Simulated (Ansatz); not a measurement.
LiNbO3 in space group R3c (No. 161; Li on 6a, Nb on 6a, O on 18b), r²SCAN in the plane-wave PAW code Ansatz. The conduction-band minimum lies on the S2–F line, 10 % of the way from S2, with 6 equivalent valleys. Second derivatives d²E/dk² of the lowest band at one valley (eV·Å²), along Cartesian directions:

```
direction  d²E/dk²
---------  -------
[100]        5.352
[010]        6.772
[001]        8.277
[110]        4.832
[101]        11.30
[011]        10.11
```

**Question.** Find the principal effective masses, the density-of-states mass and the conductivity mass.

**Answer.** Off-diagonal terms follow from H_xy = H[110] − (H_xx + H_yy)/2, and m*/mₑ = 7.620 eV·Å² over each eigenvalue: 0.64, 1.0, 7.8. One valley's DOS mass (m₁m₂m₃)^(1/3) = 1.7, conductivity mass 3/(Σ 1/mᵢ) = 1.1 mₑ.

**Question.** What effective density of states Nc follows at 300 K for parabolic valleys?

**Answer.** Nc = 2.509e19 × 6 × (1.7)^(3/2) ≈ 3.3e20 cm⁻³.

Symmetry was held in the r²SCAN relaxation. No spin polarisation was allowed. Scalar-relativistic: spin–orbit coupling is off unless named, which matters more the heavier the elements.

Potentials: the later of the program's two PAW sets.

Edges and masses are those of Kohn–Sham bands, whose gap is no quasiparticle gap.
